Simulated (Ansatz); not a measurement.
**RbAu: from a starting cell to a relaxed one**

The start is a generated cell, RbAu placed in the AFLOW prototype AB_oC8_63_c_c (B33, as in CrB). Cell shape, volume and atoms are optimised at zero target pressure with PBE (plane waves to 420 eV, PAW, scalar-relativistic; Ansatz, a program for electronic structure). The first steps use a coarse 7×7×7 k-mesh.

Starting cell:
```
RbAu
1.0
    2.36803    -6.25761     0.00000
    2.36803     6.25761     0.00000
    0.00000     0.00000     4.66673
Au Rb
2 2
Cartesian
  2.36803  -0.80097   1.16668
  2.36803   0.80097   3.50005
  2.36803  -4.43978   1.16668
  2.36803   4.43978   3.50005
```

### Question
How much energy is released per atom?

### Answer
22 meV/atom.

### Question
How do the shortest distances between atoms change?

### Answer
The closest pairs of elements (up to four, under 3.6 Å), start → end: Au–Au 2.83 → 2.95 Å; Au–Rb 3.48 → 3.55 Å.

### Question
Is the relaxed structure metallic? Give its gap.

### Answer
No clear gap: the sampled points leave 0.20 eV away from the symmetry points, which may be a band crossing missed between them.

### Question
What does it relax into? Give the structure.

### Answer

```cif
data_Au4Rb4
_chemical_formula_sum 'Au4 Rb4'
_space_group_name_H-M_alt 'Cmcm'
_space_group_IT_number 63
_space_group_name_Hall '-C 2c 2'
_cell_length_a 4.91291
_cell_length_b 12.44695
_cell_length_c 4.95087
_cell_angle_alpha 90.000
_cell_angle_beta 90.000
_cell_angle_gamma 90.000
loop_
_atom_site_label
_atom_site_type_symbol
_atom_site_symmetry_multiplicity
_atom_site_Wyckoff_symbol
_atom_site_fract_x
_atom_site_fract_y
_atom_site_fract_z
_atom_site_occupancy
Au1 Au 4 c 0.00000 0.43531 0.25000 1
Rb1 Rb 4 c 0.00000 0.14068 0.25000 1
```
(The calculation used a cell of 4 atoms; values per cell refer to that cell.)

The space group stays Cmcm (No. 63) (the run could not lower it); the end is AFLOW prototype AB_oC8_63_c_c (B33, as in CrB), with 4 atoms in the primitive cell. Final values are on a 10×10×10 k-mesh of the relaxed cell. No spin polarisation in the result. Without spin-orbit coupling the bands of the heavy element are not split, so the gap can be far off.

The run could not lose the symmetry of its start, so the end can be a saddle point.

The relaxed structure here is a generated cell of RbAu: the first start was made by placing the elements on the sites of a structure type, and the end was not matched to a known phase here, so it may be hypothetical. Known forms of RbAu include space group No. 221.
